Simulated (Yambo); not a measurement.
Given:

```
GaN
1.0
    3.18380     0.00000     0.00000
   -1.59190     2.75725     0.00000
    0.00000     0.00000     5.18670
N Ga
2 2
Cartesian
  1.59190   0.91908   4.54260
  0.00000   1.83817   1.94925
  1.59190   0.91908   2.58911
  0.00000   1.83817   5.18246
```

Workflow: norm-conserving PBE (stringent potentials; Quantum ESPRESSO, 114 Ry, without SOC), then G0W0 in Yambo (6×6×2 Γ-centred k mesh, bands 9 to 215 and a 15 Ry block in the screening, 215 bands in G with the Bruneval-Gonze terminator, plasmon pole fitted at 27.2 eV).

Q: Give the PBE and G0W0 gaps between the band edges found on this mesh, and say where the edges lie.

A: Edges: Γ → Γ. PBE: 1.96 eV; G0W0: 2.93 eV. Nearest settings tried, and what they do to the gap: 119 bands in G: +22 meV; 119 bands in W, 119 bands in G: +23 meV; 9 Ry block (147 vectors against 325): -55 meV. Not varied: mesh. So the settings aren't converged at that level. Spin-orbit splittings are left out.

Geometry relaxed with PBEsol.
